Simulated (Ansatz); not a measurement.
CsPbBr₃ (cubic perovskite)

```yaml
crystal:
  lattice:
    - [5.93781, 0.00000, 0.00000]
    - [0.00000, 5.93781, 0.00000]
    - [0.00000, 0.00000, 5.93781]
  atoms:
    - { symbol: Cs, position: [0.00000, 0.00000, 0.00000] }
    - { symbol: Pb, position: [0.50000, 0.50000, 0.50000] }
    - { symbol: Br, position: [0.00000, 0.50000, 0.50000] }
    - { symbol: Br, position: [0.50000, 0.50000, 0.00000] }
    - { symbol: Br, position: [0.50000, 0.00000, 0.50000] }
```

Grid over V/V₀ and (c/a)/(c/a)₀, subscript 0 meaning the relaxed cell; the conventional c axis lies along z; no internal relaxation.

Level of theory: r2SCAN (plane waves to 500 eV, PAW, scalar-relativistic; Ansatz, an electronic-structure program). k mesh 6×6×6 (Γ-centred), Fermi-Dirac smearing 0.05 eV. Compression counts positive. CsPbBr3 was relaxed with its symmetry unable to fall. Spin-orbit coupling is left out, though Pb is heavy. The PAW data are Ansatz's earlier set. This is a high-temperature form of CsPbBr3.

At one point of the scan the stress tensor (GPa) is:

```
  -0.28     0.00     0.00
   0.00    -0.28     0.00
   0.00     0.00     0.62
```

Problem. Which point is it?
A. V/V₀ = 1.040, (c/a)/(c/a)₀ = 0.960
B. V/V₀ = 1.000, (c/a)/(c/a)₀ = 0.980
C. V/V₀ = 0.960, (c/a)/(c/a)₀ = 0.980
D. V/V₀ = 0.960, (c/a)/(c/a)₀ = 0.960

Solution. B, V/V₀ = 1.000, (c/a)/(c/a)₀ = 0.980

(A scan under strain: stresses follow from slopes of the energy per volume, elastic moduli from its curvatures.)
